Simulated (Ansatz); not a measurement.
Y$_{3}$Si$_{5}$ in space group P-62m (No. 189; Y on 3f, Si on 2d, Si on 3g) under volume change, the program Ansatz at the PBEsol level (PAW), shape and atoms relaxed at each volume.

```csv
V (Å³/atom),E − E(relaxed) (meV/atom),P (GPa)
17.283,(withheld),(withheld)
17.852,21.3,6.35
18.422,(withheld),(withheld)
18.992,0.0,0.00
19.562,4.4,-2.43
20.131,16.4,-4.29
20.701,34.7,-5.96
```

### Question
What belongs in the gaps?

### Answer

- 18.422, E − E(relaxed) (meV/atom): 5.0
- 18.422, P (GPa): 2.89
- 17.283, E − E(relaxed) (meV/atom): 50.9
- 17.283, P (GPa): 10.47

### Question
What does a third-order Birch–Murnaghan fit give for V₀, B₀ and B′?

### Answer
V₀ = 18.99 Å³/atom, B₀ = 86.7 GPa, B′ = 5.3.

The start of the workflow was typed in or built on a structure type; neither database checked (COD, Materials Project) lists it. Its standing as an ambient phase is unchecked. Symmetry was held in the PBEsol relaxation; of distortions, only those at the zone centre were tested. The run is not spin-polarised. Spin–orbit coupling is left out wherever it is not named.

Potentials: the later of the program's two PAW sets.
